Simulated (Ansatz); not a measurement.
The cell is a database entry far from equilibrium at this level of theory, probably a faulty or high-pressure entry; it serves as a test geometry alone.

An input for Mg: DFT, PBEsol, PAW with Ansatz's default frozen-core files, scalar-relativistic (Ansatz 0.2.0). The PAW files were made with PBE; their cores are remade for this functional.

Command: `ansatz run input.yaml --threads 1 --pin off --max-ram 3072MiB --backend cpu --events-out ev --progress --plain --runs-dir out` The run took 83 s on 1 thread of Intel(R) Xeon(R) Platinum 8488C (Sapphire Rapids), on a shared host, peak memory 0.33 GiB.

```yaml
crystal:
  lattice:
    - [-1.4765, 1.4765, 1.4765]
    - [1.4765, -1.4765, 1.4765]
    - [1.4765, 1.4765, -1.4765]
  atoms:
    - { symbol: Mg, position: [0.0, 0.0, 0.0] }
kpoints:
  mp_grid: { grid: [16, 16, 16] }
  band_path:
    path:
      - [0.0, 0.0, 0.0]
      - [0.5, -0.5, 0.5]
      - [0.0, 0.0, 0.5]
      - [0.0, 0.0, 0.0]
      - [0.25, 0.25, 0.25]
      - [0.5, -0.5, 0.5]
      - [0.25, 0.25, 0.25]
      - [0.0, 0.0, 0.5]
    npoints: 14
scf:
  occupations: { method: fermi_dirac, width: 0.05 }
hamiltonian:
  xc: pbesol
  pseudopotentials: { kind: paw }
output:
  forces: true
  stress: true
  eigenvalues: true
  efg: { contact_densities: true }
  populations: true
  bader: true
  dos: { projected: true, de: 0.2, e_range: [-14, 8] }
  write_density: true
  write_potential: true
  elf: true
  volumetric_format: npy
```

Set-up and iterations as logged by Ansatz (the results part is left out, to be predicted):

```
Engine: ansatz 0.2.0
Pseudopotentials: kind: paw
Pseudopotential: Mg, paw, valence charge 10, recommended cutoff 420 eV (normal)
Functional definition: PBEsol
  exchange = pbesol_x
  correlation = pbesol_c
Crystal: 1 atoms, lattice volume = 12.875 Å³
Basis set: ecut = 420 eV, 249 PW (Γ), exchange–correlation on 36×36×36 points (8 copies of the dense FFT grid, shifted against one another)
Bands: 9, of which v1, the nominal top of the filled ones, is band 5 counted from 1 (4 counted from 0)
Symmetry: 48 space group operations
Space group: Im-3m (ITA 229), of the structure as read, at distance tolerance 2.3e-5 Å
k-points: 145 of 4096
Non-local potential: Mg, projectors of the file, l = 0: 3, l = 1: 2, l = 2: 1
PAW form: soft (Blöchl's): semilocal exchange-correlation on the pseudo side does not see the compensation charge
PAW frozen core: Mg, regenerated for the run's functional, and the local potential with it (the file was generated under x = pbe(κ = 0.804, μ = 0.2195149727645171), c = pbe(β = 0.06672455060314922))
PAW one-centre angular grid: Mg, 110 points (default); XC on 64 Gauss nodes
Initial density: superposition of atomic densities (neutral atoms: chi_scale 0, normalization atom), corrected by the library's trained network
Initial wavefunctions: pseudopotential atomic-orbital guess
Functional: x = pbesol(κ = 0.804, μ = 0.12345679012345678), c = pbesol(β = 0.046)
SCF iter   1: F=—  HF=-1910.883470 eV  |F-HF|=—  |Δ(HF+E_count)|=         —  Δρ=3.27e-3  dr2=4.15e-4  ethr=1.77e-3  ⟨swp⟩=5.2  Hψ=9023  notcnv=0
SCF iter   2: F=—  HF=-1910.882775 eV  |F-HF|=—  |Δ(HF+E_count)|=   6.95e-4  Δρ=1.07e-3  dr2=5.38e-5  ethr=4.15e-6  ⟨swp⟩=2.5  Hψ=3212  notcnv=0
SCF iter   3: F=—  HF=-1910.882714 eV  |F-HF|=—  |Δ(HF+E_count)|=   6.09e-5  Δρ=1.68e-4  dr2=2.65e-6  ethr=5.38e-7  ⟨swp⟩=2.0  Hψ=1939  notcnv=0  defer=2
iter 4 did not close the SCF: its close was put off for the readings that it lacked (scf_convergence_deferred on its scf_iter line)
SCF iter   4: F=-1910.882710 eV  HF=-1910.882711 eV  |F-HF|=1.21e-7  |Δ(HF+E_count)|=   3.56e-6  Δρ=3.73e-5  dr2=6.07e-8  ethr=2.65e-8  ⟨swp⟩=2.6  Hψ=1922  notcnv=0  defer=2
iter 5 did not close the SCF: its close was put off for the readings that it lacked (scf_convergence_deferred on its scf_iter line)
SCF iter   5: F=-1910.882711 eV  HF=-1910.882711 eV  |F-HF|=1.49e-10  |Δ(HF+E_count)|=   7.42e-8  Δρ=1.54e-6  dr2=6.54e-11  ethr=6.07e-10  ⟨swp⟩=2.0  Hψ=2022  notcnv=0  defer=2
SCF iter   6: F=-1910.882711 eV  HF=-1910.882711 eV  |F-HF|=0.00e0  |Δ(HF+E_count)|=  4.96e-11  Δρ=5.51e-8  dr2=1.34e-13  ethr=1.00e-12  ⟨swp⟩=3.9  Hψ=5567  notcnv=0
```

**Question.** What pressure will this run report?

**Answer.** 60.1 GPa (positive in compression).

**Question.** Is there a band gap?

**Answer.** none: bands cross the Fermi level, a metal.
